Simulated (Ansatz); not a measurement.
Cell and atoms are relaxed with the symmetry kept. Start:

```cif
data_structure
_symmetry_space_group_name_H-M 'Im-3m'
_symmetry_Int_Tables_number 229
_cell_length_a 9.8830
_cell_length_b 9.8830
_cell_length_c 9.8830
_cell_angle_alpha 90.000
_cell_angle_beta 90.000
_cell_angle_gamma 90.000
_cell_volume 965.30
loop_
_atom_site_label
_atom_site_type_symbol
_atom_site_symmetry_multiplicity
_atom_site_Wyckoff_symbol
_atom_site_fract_x
_atom_site_fract_y
_atom_site_fract_z
_atom_site_occupancy
Si1 Si 16 f 0.15694 0.15694 0.15694 1
O1 O 8 c 0.25000 0.25000 0.25000 1
O2 O 24 h 0.18888 0.18888 0.00000 1
```

Computed with DFT r2SCAN, scalar-relativistic, plane waves, PAW in Ansatz 0.2.0.

Plane waves to 500 eV, a k mesh through Γ of 4×4×4 on the computed 24-atom cell and Gaussian smearing (0.02 eV); no spin polarisation.

**Question.** What does it relax to?

**Answer.** The volume rises by 0.01 Å³/atom to 20.12 Å³/atom, and the energy changes by under 0.1 meV/atom. Final structure:
```xyz
24
Lattice="-4.9423 4.9423 4.9423 4.9423 -4.9423 4.9423 4.9423 4.9423 -4.9423" Properties=species:S:1:pos:R:3 pbc="T T T"
Si    1.5504    1.5504    1.5504
Si    1.5504   -1.5504    1.5504
Si    1.5504    1.5504   -1.5504
Si   -1.5504    1.5504    1.5504
Si    3.3919    3.3919   -3.3919
Si   -3.3919    3.3919    3.3919
Si    3.3919   -3.3919    3.3919
Si    3.3919    3.3919    3.3919
O     2.4711    2.4711    2.4711
O     2.4711   -2.4711    2.4711
O     2.4711    2.4711   -2.4711
O    -2.4711    2.4711    2.4711
O     1.8673    1.8673    0.0000
O     1.8673    0.0000    1.8673
O    -3.0750    4.9423    3.0750
O     4.9423   -3.0750    3.0750
O     0.0000    1.8673    1.8673
O     3.0750   -3.0750    4.9423
O    -3.0750    3.0750    4.9423
O     3.0750    4.9423   -3.0750
O     4.9423    3.0750    3.0750
O     3.0750    4.9423    3.0750
O     4.9423    3.0750   -3.0750
O     3.0750    3.0750    4.9423
```

This form isn't the usual stable structure of the compound.

Cost: 1 run of about 6.8 core-minutes, on Intel Xeon Processor @ 2.50GHz (Skylake/Cascade Lake) (shared hosts).